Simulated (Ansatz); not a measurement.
ScAu (CsCl type): frozen-phonon scan

Starting cell, ScAu (CsCl type):

```
CELL_PARAMETERS angstrom
      6.63958     0.00000     0.00000
      3.31979     3.31979     0.00000
      0.00000     0.00000     3.31979
ATOMIC_POSITIONS crystal
  Sc 0.00000 0.50000 0.50000
  Sc 0.50000 0.50000 0.50000
  Au 0.00000 0.00000 0.00000
  Au 0.50000 0.00000 0.00000
```

A phonon eigenvector at M = (0.5, 0.5, 0.0) is frozen into this cell: atom i moves by Q times the vector below, so Q is the largest atomic displacement, in Å. The cell is held. (q is in reciprocal vectors of the primitive cell; the cell shown is doubled to hold the pattern.)

| atom | x | y | z |
|---|---|---|---|
| Sc1 | 0.000 | 0.000 | -1.000 |
| Sc2 | 0.000 | 0.000 | 1.000 |

Atoms not listed stay in place.

Method: LDA (plane waves to 420 eV, PAW, scalar-relativistic; Ansatz, a program for electronic structure). k mesh 14×14×14 (Γ-centred), Fermi-Dirac smearing 0.05 eV. Energies are smeared free energies. With partly filled bands, energies and forces of such displacements shift with the k mesh and the smearing. ScAu is run without spin polarisation. ScAu was relaxed with its symmetry unable to fall. Spin-orbit coupling is left out, though Au is heavy. ΔE is measured from the undisplaced structure.

| Q (Å) | ΔE (meV/cell) | −dE/dQ from forces (eV/Å) |
|---|---|---|
| -0.100 | 33.1 | 0.662 |
| -0.083 | 23.0 | 0.552 |
| -0.067 | 14.7 | 0.441 |
| -0.050 | 8.3 | 0.331 |
| -0.033 | 3.7 | 0.221 |
| -0.017 | 0.9 | 0.110 |
| 0.000 | 0.0 | 0.000 |
| 0.017 | 0.9 | -0.110 |
| 0.033 | 3.7 | -0.221 |
| 0.050 | 8.3 | -0.331 |
| 0.067 | 14.7 | -0.441 |
| 0.083 | 23.0 | -0.552 |
| 0.100 | 33.1 | -0.662 |

Derived quantities:

* **Energy at Q = 0.100 Å**: 33.1 meV/cell
* **Space group of the distorted cell**: P4/nmm (No. 129), lowered from Pm-3m
* **Symmetry of the curve**: even: the same for both signs
* **Shape of the curve**: a single well with its minimum at or next to zero displacement
* **Harmonic wavenumber from the curvature (finite differences)**: 142 cm⁻¹
* **Wavenumber by perturbation theory (DFPT, on another k mesh)**: 142 cm⁻¹

(A displaced cell: forces are minus the slopes of the energy, force constants its curvatures, and phonons follow from these.)
